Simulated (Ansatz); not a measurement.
Starting cell, Ti (hcp, Mg type):

```xyz
2
Lattice="2.9389 0.0000 0.0000 -1.4694 2.5451 0.0000 0.0000 0.0000 4.6500" Properties=species:S:1:pos:R:3 pbc="T T T"
Ti     0.0000     1.6967     3.4875
Ti     1.4694     0.8484     1.1625
```

In each cell atom 2 (Ti, nearest neighbour Ti at 2.878 Å; its periodic images, 2.9 Å or more away, move with it) moves by s·(0.577, 0.577, 0.577) (along Cartesian [111]), the rest being held.

Computed with PBE (plane waves to 420 eV, PAW, scalar-relativistic; Ansatz, an electronic-structure program). k mesh 15×15×8 (Γ-centred), Fermi-Dirac smearing 0.05 eV. E stands for the smeared free energy. Left out: 1 of 11 points, with atoms too close for the PAW data. With partly filled bands, energies and forces of such displacements shift with the k mesh and the smearing. The PAW data are Ansatz's earlier set. Ti is run without spin polarisation. Ti was relaxed with its symmetry unable to fall. The zero of ΔE is the undisplaced structure. The last digit holds for this mesh only.

```tsv
s (Å)	ΔE (meV/cell)
-0.580	382.0
-0.464	239.0
-0.348	131.0
-0.232	56.8
-0.116	13.7
0.000	0.0
0.116	14.0
0.232	58.2
0.348	withheld
0.464	247.5
```

Problem. Fit a polynomial form (powers 2, 3, 4) to the given rows and predict ΔE at s = 0.348.

Solution. Least squares on the 9 given rows: ΔE = (1063)·s² + (46.62)·s³ + (299.0)·s⁴, in meV/cell with s in Å; root-mean-square residual 0.50 meV/cell. At 0.348 the fit gives 135.1 meV/cell; the calculation gives 134.6 meV/cell, so the interpolation is off by 0.5 (+0.4 %). The quadratic term alone would give 128.7 meV/cell.

(For displaced atoms, the force is minus the slope of the energy, and its curvature is a force constant, which sets phonon frequencies.)
